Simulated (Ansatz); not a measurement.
The start is a generated trial cell of FeSi2 in the AFLOW prototype A2B_cP6_224_b_a (C3, as in Cu2O). Cell shape, volume and atoms are optimised at zero target pressure with r2SCAN (plane waves to 500 eV, PAW, scalar-relativistic; Ansatz, a quantum-chemistry and plane-wave program). The first steps use a coarse 6×6×6 k-mesh.

Input geometry:
```
FeSi2
1.0
    4.19104     0.00000     0.00000
    0.00000     4.19104     0.00000
    0.00000     0.00000     4.19104
Si Fe
4 2
Direct
  0.75000   0.75000   0.75000
  0.75000   0.25000   0.25000
  0.25000   0.75000   0.25000
  0.25000   0.25000   0.75000
  0.00000   0.00000   0.00000
  0.50000   0.50000   0.50000
```
Spin-polarised start, with parallel moments on Fe.

```yaml
outcome: The space group stays Pn-3m (No. 224) (the run could not lower it); the end is AFLOW prototype A2B_cP6_224_b_a (C3, as in Cu2O), with 6 atoms in the primitive magnetic cell
energy_released: about 1.5 eV/atom
volume_change: +61.7 %, from 12.27 to 19.84 Å³/atom
Shortest distances (start → end): "The closest pairs of elements (up to four, under 3.6 Å), start → end: Fe–Si 1.81 → 2.13 Å; Si–Si 2.96 → 3.48 Å"
band_gap_at_the_end: zero (metallic)
moments_at_the_end: net 0.35 μB/atom, ferromagnetic
optimiser_moves: 12
```

It ends as:

```cif
data_Fe2Si4
_chemical_formula_sum 'Si4 Fe2'
_space_group_name_H-M_alt 'Pn-3m :1'
_space_group_IT_number 224
_space_group_name_Hall 'P 4n 2 3 -1n'
_cell_length_a 4.91897
_cell_length_b 4.91897
_cell_length_c 4.91897
_cell_angle_alpha 90.000
_cell_angle_beta 90.000
_cell_angle_gamma 90.000
loop_
_atom_site_label
_atom_site_type_symbol
_atom_site_symmetry_multiplicity
_atom_site_Wyckoff_symbol
_atom_site_fract_x
_atom_site_fract_y
_atom_site_fract_z
_atom_site_occupancy
Si1 Si 4 c 0.75000 0.75000 0.75000 1
Fe1 Fe 2 a 0.00000 0.00000 0.00000 1
```

Final values are on a 10×10×10 k-mesh of the relaxed cell. The start holds a very short contact (Si–Fe 1.81 Å). Spin state reached: ferromagnetic (net 0.35 μB/atom), from parallel starting moments; other spin orders were not run from this start. r2SCAN tends to overstate moments in metals.

The run could not lose the symmetry of its start, so the end can be a saddle point.

All atoms sit on sites fixed by symmetry, so only the cell could relax.

The relaxed structure here is a generated cell of FeSi2: the first start was made by placing the elements on the sites of a structure type, and the end was not matched to a known phase here, so it may be hypothetical.
